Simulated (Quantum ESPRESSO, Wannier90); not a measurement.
## CdTe (zinc blende), plane waves to Wannier functions

Materials Project entry mp-406; symmetrised, unrelaxed at this level. COD (Crystallography Open Database) has the formula in 2 space groups, this one among them (matched by group alone). Computed values, not measurements, from PBEsol: Quantum ESPRESSO (norm-conserving PseudoDojo potentials, cutoff 82 Ry, no spin polarisation, no spin-orbit coupling) on a Γ-centred 8×8×8 mesh, then Wannier90. Density: 8×8×8 mesh, Gaussian smearing 0.01 Ry. Spin-orbit coupling is left out although heavy elements are present.

On the energy scale of pw.x, whose zero is arbitrary, the valence-band maximum lies at 6.97 eV.

Input w.win:

```
num_bands = 17
num_wann = 8
exclude_bands = 1-9,11-15
num_iter = 1000
conv_tol = 1.0e-6
conv_window = 4
dis_num_iter = 1000
dis_conv_tol = 1.0e-6
dis_froz_max = 9.01
write_hr = true
write_u_matrices = true
begin projections
f=-0.01162,0.00915,0.00350: s;p
f=-0.25245,-0.24999,-0.25934: s;p
end projections
begin unit_cell_cart
ang
    0.0000000000    3.2821150000    3.2821150000
    3.2821150000    0.0000000000    3.2821150000
    3.2821150000    3.2821150000    0.0000000000
end unit_cell_cart
begin atoms_frac
Cd   0.0000000000  0.0000000000  0.0000000000
Te  -0.2500000000 -0.2500000000 -0.2500000000
end atoms_frac
mp_grid = 8 8 8
begin kpoints
0.0000000000 0.0000000000 0.0000000000
0.0000000000 0.0000000000 0.1250000000
0.0000000000 0.0000000000 0.2500000000
... (509 more lines: the 8x8x8 mesh through Gamma)
end kpoints
```

Input of pw2wannier90.x that gives the overlap and projection files (equivalent; here they were cut from one run over all bands):

```
&inputpp
  outdir = './out'
  prefix = 'pwscf'
  seedname = 'w'
  write_amn = .true.
  write_mmn = .true.
/
```

Output w.wout (banner and timings cut):

```
                                    ------
                                    SYSTEM
                                    ------

                              Lattice Vectors (Ang)
                    a_1     0.000000   3.282115   3.282115
                    a_2     3.282115   0.000000   3.282115
                    a_3     3.282115   3.282115   0.000000

                   Unit Cell Volume:      70.71172  (Ang^3)

                        Reciprocal-Space Vectors (Ang^-1)
                    b_1    -0.957185   0.957185   0.957185
                    b_2     0.957185  -0.957185   0.957185
                    b_3     0.957185   0.957185  -0.957185

 *----------------------------------------------------------------------------*
 |   Site       Fractional Coordinate          Cartesian Coordinate (Ang)     |
 +----------------------------------------------------------------------------+
 | cd   1   0.00000   0.00000   0.00000   |    0.00000   0.00000   0.00000    |
 | te   1  -0.25000  -0.25000  -0.25000   |   -1.64106  -1.64106  -1.64106    |
 *----------------------------------------------------------------------------*
                                ------------
                                K-POINT GRID
                                ------------

             Grid size =  8 x  8 x  8      Total points =  512

 *---------------------------------- MAIN ------------------------------------*
 |  Number of Wannier Functions               :                 8             |
 |  Number of Objective Wannier Functions     :                 8             |
 |  Number of input Bloch states              :                17             |
 |  Output verbosity (1=low, 5=high)          :                 1             |
 |  Timing Level (1=low, 5=high)              :                 1             |
 |  Optimisation (0=memory, 3=speed)          :                 3             |
 |  Length Unit                               :               Ang             |
 |  Post-processing setup (write *.nnkp)      :                 F             |
 |  Using Gamma-only branch of algorithms     :                 F             |
 *----------------------------------------------------------------------------*
 *------------------------------- WANNIERISE ---------------------------------*
 |  Total number of iterations                :              1000             |
 |  Number of CG steps before reset           :                 5             |
 |  Trial step length for line search         :             2.000             |
 |  Convergence tolerence                     :         0.100E-05             |
 |  Convergence window                        :                 4             |
 |  Iterations between writing output         :                 1             |
 |  Iterations between backing up to disk     :               100             |
 |  Write r^2_nm to file                      :                 F             |
 |  Write xyz WF centres to file              :                 F             |
 |  Write on-site energies <0n|H|0n> to file  :                 F             |
 |  Use guiding centre to control phases      :                 F             |
 |  Use phases for initial projections        :                 F             |
 *----------------------------------------------------------------------------*
 *------------------------------- DISENTANGLE --------------------------------*
 |  Using band disentanglement                :                 T             |
 |  Total number of iterations                :              1000             |
 |  Mixing ratio                              :             0.500             |
 |  Convergence tolerence                     :         1.000E-06             |
 |  Convergence window                        :                 3             |
 *----------------------------------------------------------------------------*
 *-------------------------------- PLOTTING ----------------------------------*
 |  Plotting Hamiltonian in WF basis          :                 T             |
 *----------------------------------------------------------------------------*

       ... (k-mesh section left out)

 Starting a new Wannier90 calculation ...

 Reading overlaps from w.mmn

 Reading projections from w.amn

 *------------------------------- DISENTANGLE --------------------------------*
 +----------------------------------------------------------------------------+
 |                              Energy  Windows                               |
 |                              ---------------                               |
 |                   Outer:   -4.03798  to   25.81353  (eV)                   |
 |                   Inner:   -4.03798  to    9.01000  (eV)                   |
 +----------------------------------------------------------------------------+
   Number of target bands to extract:    8

                   Unitarised projection of Wannier functions
                   ------------------------------------------
   A_mn = <psi_m|g_n> --> S = A.A^+ --> U = S^-1/2.A
   In dis_project... done
   Using an inner window (linner = T)
   In dis_proj_froz... done

                   Extraction of optimally-connected subspace
                   ------------------------------------------
 +---------------------------------------------------------------------+<-- DIS
 |  Iter     Omega_I(i-1)      Omega_I(i)      Delta (frac.)           |<-- DIS
 +---------------------------------------------------------------------+<-- DIS
       1      18.41922747      17.03320592       8.137E-02    <-- DIS
       2      17.54041771      16.65820676       5.296E-02    <-- DIS
       3      17.02724101      16.39464937       3.859E-02    <-- DIS
       4      16.65264232      16.19330515       2.837E-02    <-- DIS
       5      16.37430388      16.03406371       2.122E-02    <-- DIS
       6      16.16264879      15.90511202       1.619E-02    <-- DIS
       ... (lines left out)
     101      15.03942349      15.03937290       3.364E-06    <-- DIS
       ... (lines left out)
     185      15.03553826      15.03552343       9.864E-07    <-- DIS
     186      15.03552999      15.03551537       9.724E-07    <-- DIS
     187      15.03552197      15.03550756       9.585E-07    <-- DIS

             <<<      Delta < 1.000E-06  over  3 iterations     >>>
             <<< Disentanglement convergence criteria satisfied >>>

        Final Omega_I    15.03550756 (Ang^2)

 +----------------------------------------------------------------------------+

 Writing checkpoint file w.chk... done

 *------------------------------- WANNIERISE ---------------------------------*
 +--------------------------------------------------------------------+<-- CONV
 | Iter  Delta Spread     RMS Gradient      Spread (Ang^2)            |<-- CONV
 +--------------------------------------------------------------------+<-- CONV

 ------------------------------------------------------------------------------
 Initial State
  WF centre and spread    1  (  0.012161, -0.003775, -0.001230 )     2.84937453
  WF centre and spread    2  (  0.003769, -0.001738,  0.002206 )     3.34647574
  WF centre and spread    3  ( -0.009736, -0.001775, -0.000616 )     3.34345373
  WF centre and spread    4  (  0.003751,  0.007324, -0.000631 )     3.34520531
  WF centre and spread    5  ( -1.671275, -1.666475, -1.646277 )     2.01842872
  WF centre and spread    6  ( -1.642316, -1.642558, -1.635348 )     2.26896462
  WF centre and spread    7  ( -1.618224, -1.642572, -1.641187 )     2.26763006
  WF centre and spread    8  ( -1.642363, -1.613552, -1.641181 )     2.26889093
  Sum of centres and spreads ( -6.564234, -6.565121, -6.564264 )    21.70842362

      0     0.217E+02     0.0000000000       21.7084236242  <-- CONV
        O_D=      0.0116038 O_OD=      6.6613123 O_TOT=     21.7084236 <-- SPRD
 ------------------------------------------------------------------------------
      1    -0.106E+00     0.1739234260       21.6019920930  <-- CONV
        O_D=      0.0152973 O_OD=      6.5511872 O_TOT=     21.6019921 <-- SPRD
      2    -0.146E+00     0.2497497674       21.4564687054  <-- CONV
        O_D=      0.0141649 O_OD=      6.4067963 O_TOT=     21.4564687 <-- SPRD
      3    -0.666E-01     0.2352791212       21.3898404845  <-- CONV
        O_D=      0.0120255 O_OD=      6.3423074 O_TOT=     21.3898405 <-- SPRD
      4    -0.265E-01     0.1401594357       21.3633276967  <-- CONV
        O_D=      0.0113479 O_OD=      6.3164723 O_TOT=     21.3633277 <-- SPRD
      5    -0.111E-01     0.0956028774       21.3521866735  <-- CONV
        O_D=      0.0109404 O_OD=      6.3057388 O_TOT=     21.3521867 <-- SPRD
       ... (lines left out)
    100    -0.339E-02     0.0431979250       18.2305218775  <-- CONV
        O_D=      0.0096993 O_OD=      3.1853150 O_TOT=     18.2305219 <-- SPRD
       ... (lines left out)
    200    -0.728E-03     0.0210201044       17.3469142410  <-- CONV
        O_D=      0.0084365 O_OD=      2.3029701 O_TOT=     17.3469142 <-- SPRD
       ... (lines left out)
    300    -0.743E-03     0.0304815581       17.3238697905  <-- CONV
        O_D=      0.0085497 O_OD=      2.2798125 O_TOT=     17.3238698 <-- SPRD
       ... (lines left out)
    400    -0.319E-02     0.0430990373       17.1089791381  <-- CONV
        O_D=      0.0095936 O_OD=      2.0638780 O_TOT=     17.1089791 <-- SPRD
       ... (lines left out)
    500    -0.210E-03     0.0111774946       16.9879941018  <-- CONV
        O_D=      0.0099076 O_OD=      1.9425790 O_TOT=     16.9879941 <-- SPRD
       ... (lines left out)
    600    -0.727E-05     0.0029980901       16.9826776604  <-- CONV
        O_D=      0.0099062 O_OD=      1.9372639 O_TOT=     16.9826777 <-- SPRD
       ... (lines left out)
    650    -0.943E-06     0.0006771259       16.9825492446  <-- CONV
        O_D=      0.0099036 O_OD=      1.9371381 O_TOT=     16.9825492 <-- SPRD
    651    -0.968E-06     0.0007337279       16.9825482763  <-- CONV
        O_D=      0.0099031 O_OD=      1.9371377 O_TOT=     16.9825483 <-- SPRD
    652    -0.965E-06     0.0007680379       16.9825473115  <-- CONV
        O_D=      0.0099025 O_OD=      1.9371373 O_TOT=     16.9825473 <-- SPRD
             <<<     Delta < 1.000E-06  over  4 iterations     >>>
             <<< Wannierisation convergence criteria satisfied >>>
 Final State
  WF centre and spread    1  (  0.517111, -0.515886, -0.516213 )     2.38929845
  WF centre and spread    2  (  0.516380,  0.516277,  0.515882 )     2.39017216
  WF centre and spread    3  ( -0.516167, -0.516375,  0.516967 )     2.38867950
  WF centre and spread    4  ( -0.515849,  0.516951, -0.516406 )     2.38919027
  WF centre and spread    5  ( -1.975794, -1.975840, -1.975731 )     1.85627539
  WF centre and spread    6  ( -1.308038, -1.975659, -1.305225 )     1.85631030
  WF centre and spread    7  ( -1.305392, -1.308097, -1.975477 )     1.85632755
  WF centre and spread    8  ( -1.975695, -1.305336, -1.307911 )     1.85629369
  Sum of centres and spreads ( -6.563445, -6.563965, -6.564114 )    16.98254731

         Spreads (Ang^2)       Omega I      =    15.035507559
        ================       Omega D      =     0.009902477
                               Omega OD     =     1.937137275
    Final Spread (Ang^2)       Omega Total  =    16.982547312
```
